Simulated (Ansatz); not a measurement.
Calculated with Ansatz: CClO, settings compared

Run with:

```bash
ansatz run input.yaml --threads 1 --pin off --max-ram 2560MiB --backend cpu --events-out ev --progress --plain --runs-dir out
```

The input file (Ansatz 0.2.0, plane waves):

```yaml
crystal:
  lattice:
    - [3.442004, 0.0, 0.0]
    - [0.0, 3.432496, 0.0]
    - [0.0, 0.0, 7.292865]
  atoms:
    - { symbol: C, position: [0.0, 0.5, 0.07] }
    - { symbol: C, position: [0.5, 0.0, 0.93] }
    - { symbol: O, position: [0.0, 0.0, 0.94] }
    - { symbol: O, position: [0.5, 0.5, 0.06] }
    - { symbol: Cl, position: [0.0, 0.0, 0.3] }
    - { symbol: Cl, position: [0.5, 0.5, 0.7] }
  symmetry: { tolerance: 0.0003 }
kpoints:
  mp_grid: { grid: [5, 5, 3], shift: [0, 0, 0] }
magnetization:
  spin_polarized: false
scf:
  occupations: { method: fermi_dirac }
hamiltonian:
  pseudopotentials: { kind: paw }
  xc: pbe
basis:
  ecutwfc: 420
output:
  forces: true
  stress: true
  eigenvalues: true
```

Origin of the cell: a known structure type with other elements, at an estimated volume, so it need not be a known compound.

The smearing width isn't typed, so it takes its default of 0.1 eV.

Output of this run (shortened):

```
Pseudopotentials: kind: paw
Pseudopotential: C, paw, valence charge 4, recommended cutoff 420 eV (normal), C.paw.azcp
Pseudopotential: O, paw, valence charge 6, recommended cutoff 420 eV (normal), O.paw.azcp
Pseudopotential: Cl, paw, valence charge 7, recommended cutoff 420 eV (normal), Cl.paw.azcp
Functional definition: PBE
  exchange = pbe_x(kappa = kappa, mu = beta*pi^2/3)
  correlation = pbe_c(beta = beta)
Crystal: 6 atoms, lattice volume = 86.163 Å³
Basis set: ecut = 420 eV, 1693 PW (Γ), exchange–correlation on 48×48×100 points (8 copies of the dense FFT grid, shifted against one another)
Bands: 23, of which v1, the nominal top of the filled ones, is band 17 counted from 1 (16 counted from 0)
Symmetry: 8 space group operations
Space group: Pmmn (ITA 59), of the structure as read, at distance tolerance 1.3e-3 Å
[… 7 lines left out …]
Initial density: superposition of atomic densities (neutral atoms: chi_scale 0, normalization atom), corrected by the library's trained network
Functional: x = pbe(κ = 0.804, μ = 0.219515), c = pbe(β = 0.066725)
SCF iter   1: F=—  HF=-3781.463276 eV  Δρ=6.32e-3  dr2=1.50e-2
SCF iter   2: F=—  HF=-3781.462890 eV  Δρ=2.58e-3  dr2=7.16e-3
SCF iter   3: F=—  HF=-3781.461459 eV  Δρ=5.84e-4  dr2=3.41e-4
SCF iter   4: F=—  HF=-3781.461401 eV  Δρ=2.09e-4  dr2=7.17e-5
SCF iter   5: F=—  HF=-3781.461260 eV  Δρ=5.99e-5  dr2=4.94e-6
SCF iter   6: F=—  HF=-3781.461259 eV  Δρ=1.11e-5  dr2=1.81e-7
SCF iter   7: F=-3781.461259 eV  HF=-3781.461259 eV  Δρ=2.83e-6  dr2=5.83e-9
SCF 1 converged in 7 iterations: F = -3781.461259 eV  dr2 = 5.83e-9
SCF converged after 7 iterations
Free energy (F): -3781.461259 eV
Harris-Foulkes:  -3781.461259 eV  (|F-HF|=3.45e-9)
Internal energy: -3781.352836 eV  (E = F + TS)
E sigma→0 (E₀):  -3781.407048 eV
Entropy (-TS):   -0.108423 eV (-18.071 meV/atom)
Fermi energy:    3.178066 eV
--- Per-component energies (eV) ---
  E_band       = -127.025613
  E_kinetic    = 808.533367
  E_local      = -2139.172750  (includes V_loc(G=0)·N_el)
  E_nonlocal   = 209.081969
  E_hartree    = 799.804268
  E_xc         = -446.473906
  E_vxc        = -536.358191  (∫ρ·V_xc dr)
  E_paw        = -1825.144136  (= ΣΔE_a)
  E_vpaw       = -68.724651  (= ΣTr[D̂ρ^β])
  E_aug_tail   = 0.004766  (compensation charges beyond the density's cutoff)
  E_ewald      = -1187.986414
  E_smearing   = -0.108423  (= −TS)
  Σ components = -3781.461259   (vs F -3781.461259, Δ=0.00e0)
--- Forces (eV/Å), atoms counted from 1 ---
  atom   1  C      0.000000     0.000000     2.163042
  atom   2  C      0.000000     0.000000    -2.163042
  atom   3  O      0.000000     0.000000    -0.323471
  atom   4  O      0.000000     0.000000     0.323471
  atom   5  Cl     0.000000     0.000000    -0.082921
  atom   6  Cl     0.000000     0.000000     0.082921
  max |Σ_I F_I| component: 0.00e0 eV/Å
--- Stress (GPa, compression-positive) ---
       -8.391342       0.000000       0.000000
        0.000000     -15.103958       0.000000
        0.000000       0.000000       4.285290
  P = ⅓ Tr σ = -6.4033 GPa (-64.033 kbar)
```

The same input was run again with these changes:

1. `kpoints.mp_grid.grid` [5, 5, 3] → [8, 8, 4]; `scf.algorithm` default → direct_min
2. `scf.n_extra_bands` default → 16
3. `scf.mixing.algorithm` default → msr1; `scf.mixing.beta` default → 0.3; `scf.mixing.ndim` default → 16
4. `scf.occupations.method` fermi_dirac → tetrahedron_uncorrected

| run | end | SCF iterations | P (GPa) | max force component (eV/Å) | moment (μB) | ΔE(σ→0) (meV/atom) |
| --- | --- | --- | --- | --- | --- | --- |
| base | converged | 7 | -6.40 | 2.163 | – | 0 |
| 1 | converged | 7 | -6.70 | 1.925 | – | -8.58 |
| 2 | converged | 7 | -6.40 | 2.163 | – | 0.00 |
| 3 | converged | 7 | -6.40 | 2.163 | – | 0.00 |
| 4 | converged | 9 | -6.22 | 2.108 | – | 17.60 |

Energies are compared only where functional, datasets, charge and starting cell are the same.

Caveats of the base run: no spin, though holes on the anions or broken bonds may carry moments; the k mesh is coarse if the cell is a metal.

Time of the base run: 2.1 s on 1 thread of Arm Neoverse V1, with other jobs on the host, peak memory 0.32 GiB, from the program's own first density.
